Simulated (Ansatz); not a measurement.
InSb:
```
InSb
1.0
    4.63753     0.00000     0.00000
   -2.31877     4.01622     0.00000
    0.00000     0.00000    10.18173
In Sb
3 3
Cartesian
  2.31981   0.00000   6.78782
 -1.15991   2.00901   3.39391
  1.15886   2.00721   0.00000
  2.31938   0.00000   1.69695
 -1.15969   2.00864   8.48477
  1.15908   2.00758   5.09086
```

Relaxed with r²SCAN.

Task: Give the Bader charges and basin volumes of the independent atoms, the program Ansatz at the r²SCAN level (PAW).

Result: 

```tsv
atom	Bader charge (e)	Bader volume (Å³)
In1	+0.51	25.9
Sb4	-0.51	37.3
```

Space group P6_222. The start of the workflow was typed in or built on a structure type; neither database checked (COD, Materials Project) lists it. It is not the phase usual at ambient conditions (space group No. 216). Symmetry was held in the r²SCAN relaxation; whether a distortion lowers the energy is not shown. Spin–orbit coupling is left out wherever it is not named.

Potentials: the earlier of the program's two PAW sets.
